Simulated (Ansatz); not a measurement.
An Ansatz run on an ordered 8-atom cell of AlGa3P4 on the zincblende lattice (R3m) left the output below. The geometry is the r2SCAN minimum.

The cell:
```
CELL_PARAMETERS angstrom
1.92991 1.11424 12.60484
-1.92991 1.11424 12.60484
0.00000 -2.22847 12.60484
ATOMIC_POSITIONS crystal
Al 0.99993 0.99993 0.99993
Ga 0.24987 0.24987 0.24987
Ga 0.49997 0.49997 0.49997
Ga 0.75018 0.75018 0.75018
P 0.31247 0.31247 0.31247
P 0.56241 0.56241 0.56241
P 0.81257 0.81257 0.81257
P 0.06259 0.06259 0.06259
```

Output, abridged:
```
scf.n_extra_bands = 6 over 31 filled bands (N_el = 62.0): the run solves 37 bands
Crystal: 8 atoms, lattice volume = 162.631 Å³
Basis set: ecut = 500 eV, 4137 PW (Γ), FFT grids on a1−a3, a2−a3, a3
Bands: 37, of which v1, the nominal top of the filled ones, is band 31 counted from 1 (30 counted from 0)
Symmetry: 6 space group operations
Space group: R3m (ITA 160)
k-points: 65 of 512 (time reversal used)
SCF 1 converged in 7 iterations: F = -14952.505887 eV  dr2 = 8.39e-8
Free energy (F): -14952.505887 eV
Fermi energy:    6.380981 eV
--- Per-component energies (eV) ---
  E_band       = -214.053328
  E_kinetic    = 650.299630
  E_local      = -7812.221957
  E_nonlocal   = 1424.880060
  E_hartree    = 3641.347387
  E_xc         = -458.518815
  E_vxc        = -471.008581
  E_paw        = -8788.794166
  E_vpaw       = -1310.813121
  E_vtau       = 22.108767
  E_ewald      = -3607.115225
  E_core_change = -2.382686
--- Forces (eV/Å), atoms counted from 1 ---
  atom   1  Al      0.00000      0.00000      0.00284
  atom   2  Ga      0.00000      0.00000    -0.00349
  atom   3  Ga      0.00000      0.00000    -0.00190
  atom   4  Ga      0.00000      0.00000      0.00141
  atom   5  P       0.00000      0.00000    -0.00284
  atom   6  P       0.00000      0.00000      0.00021
  atom   7  P       0.00000      0.00000      0.00420
  atom   8  P       0.00000      0.00000    -0.00038
--- Stress (GPa, compression-positive) ---
        0.022965       0.000000       0.000000
        0.000000       0.022965       0.000000
        0.000000       0.000000       0.015224
  P = ⅓ Tr σ = 0.0204 GPa (0.204 kbar)
--- Band table (eV; the first three rows and the last of 65) ---
  k-point 0: bands = […, 5.6386, 5.8077, 5.8077, 6.3553, 6.3810, 6.3810, 8.5506, 8.8822, 9.0195, 9.8031, …]
  k-point 1: bands = […, 4.9971, 5.1643, 5.2008, 5.7985, 6.0958, 6.1848, 9.3726, 9.5656, 9.7644, 10.2812, …]
  k-point 2: bands = […, 4.4246, 4.4673, 4.5269, 5.4441, 5.5651, 5.7037, 8.9185, 9.2748, 9.5837, 10.1818, …]
  k-point 64: bands = […, 5.4509, 5.4509, 6.0574, 6.0574, 6.2494, 6.2494, 8.6395, 8.8266, 9.3495, 10.0240, …]
```

The file bands.tsv (bands near the Fermi energy, numbered from 0, rounded):
```tsv
# k_distance	band_26	band_27	band_28	band_29	band_30	band_31	band_32	band_33	band_34
# fermi_ev = 6.380981
# [0, 0, 0] at k_distance = 0.000000
# [-0.5, -0.5, -0.5] at k_distance = 0.249237
# [-0.5, -0.1718760677, -0.8281239323] at k_distance = 1.317505
# [-0.1718760677, 0.1718760677, -0.5] at k_distance = 1.486240
# [0, 0, -0.5] at k_distance = 2.045814
# [0, 0.3359380338, -0.3359380338] at k_distance = 2.598991
# [-0.3359380338, 0, -0.6640619662] at k_distance = 2.765797
# [-0.5, 0, -0.5] at k_distance = 3.299931
# [0.377604, 0.377604, -0.080729] at k_distance = 4.245038
# levels_relative_to = fermi_ev
0.000	-0.573	-0.573	-0.026	0.000	0.000	2.170	2.501	2.639	3.422
0.249	-0.930	-0.324	-0.324	-0.132	-0.132	2.259	2.446	2.969	3.643
1.318	-3.698	-2.327	-2.318	-2.049	-2.019	2.906	3.068	3.942	3.979
1.486	-3.698	-2.327	-2.318	-2.049	-2.019	2.906	3.068	3.942	3.979
2.046	-2.453	-2.106	-1.977	-1.439	-1.374	2.128	2.282	2.971	3.037
2.599	-3.645	-2.417	-2.192	-2.162	-1.941	2.818	3.265	3.573	4.297
2.766	-3.645	-2.417	-2.192	-2.162	-1.941	2.818	3.265	3.573	4.297
3.300	-2.659	-2.046	-1.972	-1.097	-1.095	1.869	2.062	2.438	2.825
4.245	-2.627	-2.132	-1.843	-1.255	-1.100	1.854	2.201	2.513	2.737
```
In order the rows are Γ, T, H₂, H₀, L, S₀, S₂, F, (0.378, 0.378, -0.081).

**Question.** Which of these blocks stood in the input: relax, gw, phonons, dielectric, magnetization (spin_orbit)?

**Answer.** None of them. A single point prints forces and stress when the output block asks for them.

**Question.** Which k mesh was typed?

**Answer.** 8×8×8, Γ-centred.

**Question.** How were the bands filled?

**Answer.** Fixed occupations.

**Question.** Which functional?

**Answer.** r2SCAN. The term E_vtau belongs to a meta-GGA, which reads the kinetic-energy density. The stress vanishes on a cell relaxed with r2SCAN. The lines shown narrow the functional down without fixing it; this is the one that was run.

Command: `ansatz run input.yaml --threads 4 --pin off --max-ram 6451MiB --backend cpu --events-out ev --progress --plain --runs-dir out`. Wall time 7.5 s on 4 threads of AMD EPYC 9R45 96-Core Processor (Zen 5) (shared host); peak host memory 1 GiB.

Note: simulated data, non-magnetic, for a generated structure that need not be the stable one.
